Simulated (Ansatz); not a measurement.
## How Ni converges under different mixers and occupations

Ni is taken as a measured crystal structure (space group Fm-3m), 1 atom in the cell. Source: COD entry 2102269; it may be a high-temperature, high-pressure or metastable form.

```yaml
crystal:
  lattice:
    - [0.00000, 1.76910, 1.76910]
    - [1.76910, 0.00000, 1.76910]
    - [1.76910, 1.76910, 0.00000]
  atoms:
    - { symbol: Ni, position: [0.00000, 0.00000, 0.00000] }
```

Atoms are numbered from 1 in the order listed.

These are results of Ansatz, DFT, PBE+U, PAW, plane waves, scalar-relativistic, not measurements.

```yaml
Hubbard_term_Dudarev_form: U − J = 3.8 eV on Ni d, on Löwdin-orthonormalised all-electron atomic orbitals
Plane-wave_cutoff: 420 eV
k-point_mesh: 13×13×13 (Γ-centred)
Occupations: Fermi–Dirac smearing, 0.1 eV
Valence_electrons: 18
Spin: collinear, starting moments Ni1 2.00 μB
```

Moments by site are taken inside atomic spheres; the rest lies between them.

The starting density is a sum of atomic densities. β is the mixing step of the charge; the magnetisation has a step of its own, which the program sets unless it is named.

A static U favours moments and orbital order; the result depends on U and need not be the measured state. With one magnetic atom in the cell its copies can only be parallel; orders in a larger cell may lie lower. Only one magnetic start was run, with no search, so the state need not be the lowest. The U is a test value, not one fitted to this metal, and a U on a metal's d shells tends to overstate moments.

The run was started with:
```sh
ansatz run input.yaml --threads 2 --pin off --max-ram 5120MiB --backend cpu --events-out ev --progress --plain --runs-dir out
```

Machine: 2 threads of Arm Neoverse V2, on a shared host.

Each row changes the named settings. The search for lower states is off throughout, and rows that name a mixer don't switch to direct minimisation unless they say so. “A, then B” is a new run with the settings A changed by B. Counts include iterations that the program adds to test a close or to solve more bands, and some failed runs stop two short of their limit.

| settings | iteration limit | outcome | wall time (s) | result against the default run |
| --- | --- | --- | --- | --- |
| default SCF settings | default | converged in 10 iterations | 2 | reference |
| iteration limit 15 | 15 | converged in 9 iterations | 1.5 | the same free energy |
| linear mixing, β 0.05, no preconditioner | 50 | not converged after 50 iterations | 2.7 | slow |
| linear mixing, β 0.05, no preconditioner, then mixing history raised to 8 | 50 | converged in 23 iterations | 2.5 | the same free energy |
| linear mixing, β 0.05, no preconditioner, then iteration limit raised to 200 | 200 | not converged after 200 iterations | 8.7 | slow |
| linear mixing, β 0.05, no preconditioner, then β raised to 0.5 | 50 | not converged after 50 iterations | 6.9 | cycles |
| linear mixing, β 0.05, no preconditioner, then a switch to direct minimisation allowed after 20 iterations, with a limit of 50 | 50 | converged in 25 iterations | 4.3 | the same free energy |
| mesh with a zero | default | input refused | 0.07 | invalid value for `kpoints.mp_grid.grid`: each dimension must be in 1..=255 |
| Anderson, β 0.8, history 4, no preconditioner | 50 | converged in 17 iterations | 2.2 | the same free energy |
| 0 bands beyond the filled ones | 50 | input refused | 0.07 | inconsistent input (scf.n_extra_bands): n_bands = 9 cannot host the net starting moment ∣Σ_I m_I∣ = 2.0000 μB: [...] |
| 0 bands beyond the filled ones, then 12 bands beyond the filled ones | 50 | converged in 10 iterations | 2 | the same free energy |
| Broyden, β 1.0, history 16, no preconditioner | 50 | converged in 12 iterations | 1.8 | the same free energy |
| Broyden, β 0.4, magnetisation mixing 0.1 | 50 | converged in 16 iterations | 1.9 | the same free energy |
| Anderson, β 1.0, history 12, no preconditioner | 50 | converged in 12 iterations | 1.8 | the same free energy |
| Anderson, β 1.0, history 4, no preconditioner | 50 | converged in 18 iterations | 2.2 | the same free energy |

With the default settings (MSR1 mixing, preconditioner none) the run converges, spin-polarised, site moments Ni1 0.72 μB, total 0.66 μB per cell, no gap on the k-mesh. At the default threshold and band count the same state takes 9 iterations at best (“iteration limit 15”) and 25 at worst (“linear mixing, β 0.05, no preconditioner, then a switch to direct minimisation allowed after 20 iterations, with a limit of 50”). 5 of 15 runs gave no result.
